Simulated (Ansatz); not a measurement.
MoSeS:
```xyz
6
Lattice="3.2426 0.0000 0.0000 -1.6213 2.8082 0.0000 0.0000 0.0000 12.9497" Properties=species:S:1:pos:R:3 pbc="T T T"
Mo     0.0000     0.0000     3.4009
Mo     0.0000     0.0000     9.5489
Se     1.6213     0.9361    11.2370
Se     0.0000     1.8721     1.7127
S      0.0000     1.8721     4.9190
S      1.6213     0.9361     8.0308
```

Relaxed with r²SCAN+D4.

Question: Give the Bader charges and basin volumes of the independent atoms, r²SCAN+D4 (plane waves, PAW; program Ansatz).

Answer: 

| atom | Bader charge (e) | Bader volume (Å³) |
|---|---|---|
| Mo1 | +1.19 | 13.1 |
| Se3 | -0.52 | 24.2 |
| S5 | -0.68 | 21.7 |

Space group P-3m1. The workflow started from a Materials Project entry (that database holds measured and hypothetical structures alike); the Crystallography Open Database copy checked does not list it. Its standing as an ambient phase is unchecked. Symmetry was held in the r²SCAN+D4 relaxation; whether a distortion lowers the energy is not shown. No spin polarisation was allowed.

Potentials: the later of the program's two PAW sets.
